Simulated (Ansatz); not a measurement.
Ir (fcc, Cu type)

```
CELL_PARAMETERS angstrom
      0.00000     1.93542     1.93542
      1.93542     0.00000     1.93542
      1.93542     1.93542     0.00000
ATOMIC_POSITIONS crystal
  Ir 0.00000 0.00000 0.00000
```

The volume is varied about the relaxed value V₀ at fixed cell shape. Symmetry pins the atoms to their sites.

All values below come from PBE (plane waves to 420 eV, PAW, scalar-relativistic; Ansatz, a first-principles code). k mesh 22×22×22 (Γ-centred), Fermi-Dirac smearing 0.05 eV. E stands for the smeared free energy. Compression counts positive. Ir is run without spin polarisation. Ir was relaxed with its symmetry unable to fall. Spin-orbit coupling is left out, though Ir is heavy. ΔE is measured from the relaxed starting cell. The last digit holds for this mesh only.

```csv
V (Å³/atom),ΔE (meV/atom)
12.180,572.5
12.644,340.3
13.108,178.2
13.572,73.9
14.036,17.3
14.500,0.0
14.964,15.0
15.428,56.6
15.892,119.8
16.356,withheld
16.820,296.3
```

Problem. Fit a third-order Birch-Murnaghan form (E₀, V₀, B₀, B₀′ free) to the given rows and predict ΔE at V = 16.356.

Solution. Least squares on the 10 given rows: ΔE = E₀ + (9V₀B₀/16)·y²·[2 + (B₀′ − 4)y], y = (V₀/V)^(2/3) − 1, with V₀ = 14.503 Å³/atom, B₀ = 346.2 GPa (160.2 GPa = 1 eV/Å³; the term in eV is multiplied by 1000), B₀′ = 5.08, E₀ = 0.16 meV/atom; root-mean-square residual 0.20 meV/atom. At 16.356 the fit gives 200.7 meV/atom; the calculation gives 200.9 meV/atom, so the interpolation is off by -0.2 (-0.1 %). For the pressure the fit gives -30.7 GPa against the computed -30.6 GPa.

(A scan under strain: stresses follow from slopes of the energy per volume, elastic moduli from its curvatures.)
